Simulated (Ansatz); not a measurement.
Relaxed PbSe (rock salt):

```xyz
2
Lattice="0.0000 3.0890 3.0890 3.0890 0.0000 3.0890 3.0890 3.0890 0.0000" Properties=species:S:1:pos:R:3 pbc="T T T"
Se     0.0000     0.0000     0.0000
Pb     3.0890     3.0890     3.0890
```

In this cell atom 2 (Pb, nearest neighbour Se at 3.089 Å; its periodic images, 4.4 Å or more away, move with it) is moved by s along Cartesian [111], unit vector (0.577, 0.577, 0.577); all other atoms and the cell stay fixed.

Level of theory: r2SCAN (plane waves to 500 eV, PAW, scalar-relativistic; Ansatz, a first-principles code). k mesh 8×8×8 (Γ-centred), Fermi-Dirac smearing 0.05 eV. Energies are smeared free energies. PbSe was relaxed with its symmetry unable to fall. Spin-orbit coupling is left out, though Pb is heavy. ΔE is measured from the undisplaced structure.

```csv
s (Å),ΔE (meV/cell)
-0.930,withheld
-0.744,438
-0.558,185
-0.372,50
-0.186,6
0.000,0
0.186,6
0.372,50
0.558,185
0.744,438
0.930,withheld
```

Q: Fit an even polynomial form (powers 2, 4, 6) to the given rows and predict ΔE at s = -0.930.

A: Least squares on the 9 given rows: ΔE = (116.9)·s² + (1938)·s⁴ + (-1301)·s⁶, in meV/cell with s in Å; root-mean-square residual 0.2 meV/cell. At -0.930 the fit gives 709 meV/cell; the calculation gives 800 meV/cell, so the extrapolation is off by -91 (-11.4 %). The quadratic term alone would give 101 meV/cell.

(For displaced atoms, the force is minus the slope of the energy, and its curvature is a force constant, which sets phonon frequencies.)
